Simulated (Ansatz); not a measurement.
# SiNi2, one structure, two calculations

Cell: an entry of the Crystallography Open Database (COD) whose atoms were relaxed with PBE, the cell held.

Space group Pnma (No. 62); a = 4.9900, b = 3.7200, c = 7.0600 Å.

| site | Wyckoff | site symmetry | x | y | z |
| --- | --- | --- | --- | --- | --- |
| Si | 4c | .m. | 0.2888 | 0.2500 | 0.3858 |
| Ni5 | 4c | .m. | 0.9588 | 0.2500 | 0.7948 |
| Ni9 | 4c | .m. | 0.3298 | 0.2500 | 0.0603 |

One atom of each set is listed.

First run. Computed with Ansatz: DFT, PBE, plane waves and PAW, scalar-relativistic, collinear spin, 420 eV cutoff, Γ-centred 9×12×6 k-points, Fermi–Dirac smearing 0.05 eV. Start moments as typed (μB): 1.5 on each Ni, none on the rest.

| site | V_zz (10²¹ V/m²) | η |
| --- | --- | --- |
| Si | 3.02 | 0.25 |
| Ni5 | -1.95 | 0.90 |
| Ni9 | 1.00 | 0.47 |

Second run. The same atoms and settings, except that the functional is LDA.

Q: What does the second run give?

A: 

| site | V_zz | η | change of V_zz |
| --- | --- | --- | --- |
| Si | 3.04 | 0.25 | +0.02 |
| Ni5 | -1.93 | 0.88 | +0.02 |
| Ni9 | 1.01 | 0.48 | +0.01 |

No V_zz moves by more than 0.02. In per cent, |V_zz| changes by +1 on Si (all sites that start above 2).

With no gap above 0.1 eV, as in a metal, the gradients converge slowly in k; expect changes of a tenth or more on a denser mesh. The start moments die out, and the run ends without spin.
For the first run: With these PAW files V_zz is typically within 2 to 3 % of all-electron values, but misses above 10 % occur on Ni.
For the second run: At this cell the LDA pressure is -12 GPa, so with LDA the cell would shrink if it were relaxed.
